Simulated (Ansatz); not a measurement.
## NiGe at a changed volume: Quadrupolar parameters

The cell is an entry of the Crystallography Open Database (COD), relaxed with PBE at fixed cell and then changed (volume scaled by 0.96, ions relaxed).

```cif
data_NiGe
_symmetry_space_group_name_H-M 'Pnma'
_symmetry_Int_Tables_number 62
_cell_length_a 5.3083
_cell_length_b 3.3817
_cell_length_c 5.7325
_cell_angle_alpha 90.000
_cell_angle_beta 90.000
_cell_angle_gamma 90.000
loop_
_atom_site_label
_atom_site_type_symbol
_atom_site_symmetry_multiplicity
_atom_site_Wyckoff_symbol
_atom_site_fract_x
_atom_site_fract_y
_atom_site_fract_z
Ni Ni 4 c 0.9921 0.7500 0.1871
Ge Ge 4 c 0.8138 0.7500 0.5862
```

One atom of each set is listed.

Method: Kohn–Sham DFT in Ansatz, PBE, plane waves and PAW, scalar-relativistic, collinear spin, 420 eV cutoff, Γ-centred 9×14×8 k-points, Fermi–Dirac smearing 0.05 eV. Start moments as typed (μB): 1.5 on each Ni, none on the rest.

Conventions: |V_zz| ≥ |V_yy| ≥ |V_xx|, η = (V_xx − V_yy)/V_zz, C_Q = eQV_zz/h. ν_Q = 3|C_Q|/[2I(2I − 1)].

⁶¹Ni: I = 3/2, Q = 162.0 mb; ⁷³Ge: I = 9/2, Q = -196.0 mb. Quadrupole moments are those of Pyykkö's year-2017 table.

Task: Give the quadrupolar parameters of the distinct sites.

Result: 

| site | atoms | first shell | C_Q (MHz) | η | ν_Q (MHz) |
| --- | --- | --- | --- | --- | --- |
| Ni | 4 | 6 Ge at 2.32–2.48 Å, 4 Ni at 2.73–2.75 Å | 2.97 | 0.60 | 1.49 |
| Ge | 4 | 6 Ni at 2.32–2.48 Å, 2 Ge at 2.78 Å | 27.2 | 0.98 | 1.13 |

With no gap above 0.1 eV, as in a metal, the gradients converge slowly in k; expect changes of a tenth or more on a denser mesh. With these PAW files V_zz is typically within 2 to 3 % of all-electron values, but misses above 10 % occur on Ni. At this changed cell the PBE pressure is 10 GPa. The start moments die out, and the run ends without spin. Where η is near 1 the sign of V_zz means little.

The relaxation (3 steps) took 8.8 min of wall time (8.7 min of CPU time) and 2.7 GiB at its peak, on 1 thread of Intel Xeon Platinum 8488C (Sapphire Rapids) (x86_64; 16 cores open to the job, memory cap 3.0 GiB, no GPU), a shared host with a load of 0.2 a core.
